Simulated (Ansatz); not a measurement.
AlNi (CsCl type)

```
AlNi
1.0
    2.86332     0.00000     0.00000
    0.00000     2.86332     0.00000
    0.00000     0.00000     2.86332
Al Ni
1 1
Direct
  0.00000   0.00000   0.00000
  0.50000   0.50000   0.50000
```

In this cell atom 1 (Al, nearest neighbour Ni at 2.480 Å; its periodic images, 2.9 Å or more away, move with it) is moved by s along Cartesian x, unit vector (1.000, 0.000, 0.000); all other atoms and the cell stay fixed.

The numbers are results of r2SCAN (plane waves to 500 eV, PAW, scalar-relativistic; Ansatz, a first-principles code), not measurements. k mesh 13×13×13 (Γ-centred), Fermi-Dirac smearing 0.05 eV. E stands for the smeared free energy. Compression counts positive. With partly filled bands, energies and forces of such displacements shift with the k mesh and the smearing. F∥ is the force on the atom along that direction. AlNi is run without spin polarisation. AlNi was relaxed with its symmetry unable to fall. The PAW data are Ansatz's earlier set. The zero of ΔE is the undisplaced structure.

| s (Å) | ΔE (meV/cell) | P (GPa) | F∥ (eV/Å) |
|---|---|---|---|
| -0.740 | 1678 | 32.4 | 4.058 |
| -0.592 | 1108 | 22.1 | 3.580 |
| -0.444 | 633 | 13.0 | 2.811 |
| -0.296 | 283 | 5.9 | 1.905 |
| -0.148 | 71 | 1.5 | 0.956 |
| 0.000 | 0 | -0.1 | 0.000 |
| 0.148 | 71 | 1.5 | -0.956 |
| 0.296 | 283 | 5.9 | -1.905 |
| 0.444 | 633 | 13.0 | -2.811 |
| 0.592 | 1108 | 22.1 | -3.580 |
| 0.740 | 1678 | 32.4 | -4.058 |

Key numbers:

The energy at s = 0.740 Å comes out as 1678 meV/cell and the force along the line at s = -0.740 Å is 4.06 eV/Å. The force constant k = d²E/ds² at s = 0 (finite differences) is 6.46 eV/Å² and the zone-centre optical wavenumber from k is 308 cm⁻¹. Symmetry of the curve: even: the same for both signs. Shape of the curve: a single well with its minimum at or next to zero displacement. Harmonic estimate at the end of the scan: ½ks² = 1770 meV/cell against the computed 1678 meV/cell, so the well is softer than harmonic there.

(For displaced atoms, the force is minus the slope of the energy, and its curvature is a force constant, which sets phonon frequencies.)
